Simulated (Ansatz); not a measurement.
Values for one crystal, relaxed and computed with r²SCAN+D4 in the plane-wave PAW code Ansatz; other levels are named.

```yaml
volume_per_atom: 25.28 Å³
band_gap: 1.67 eV (indirect)
hole_effective_mass: 1.00, 2.0, 19 mₑ (principal values)
zone_centre_stability: no imaginary mode at Γ
Elastic constants (relaxed ions, GPa): C11 = 39.4, C22 = 93.1, C33 = 65.6, C12 = 20.7, C13 = 17.0, C23 = 26.8, C44 = 32.8, C55 = 22.9, C66 = 5.6
electron_effective_mass: 0.31, 0.38, 0.84 mₑ (principal values)
conduction_band_minimum: on the Γ–Z line, 33 % of the way from Γ (k = 0.000, 0.000, 0.167 in fractions of the reciprocal vectors) (2 equivalent valleys)
```

Problem. Which compound is it?
A. BAs, Pnma (B on 4c, As on 4c)
B. WS2, P-6m2 (W on 1a, S on 2h)
C. SiS2, P2_1/c (Si on 4e, S on 4e, S on 4e)
D. Bi2S3, Pnma (Pearson symbol oP20)

Solution. D, Bi2S3, Pnma (Pearson symbol oP20)

The cell was relaxed with r²SCAN+D4 under the symmetry of its start. Spin–orbit coupling is left out wherever it is not named.

Potentials: the later of the program's two PAW sets.
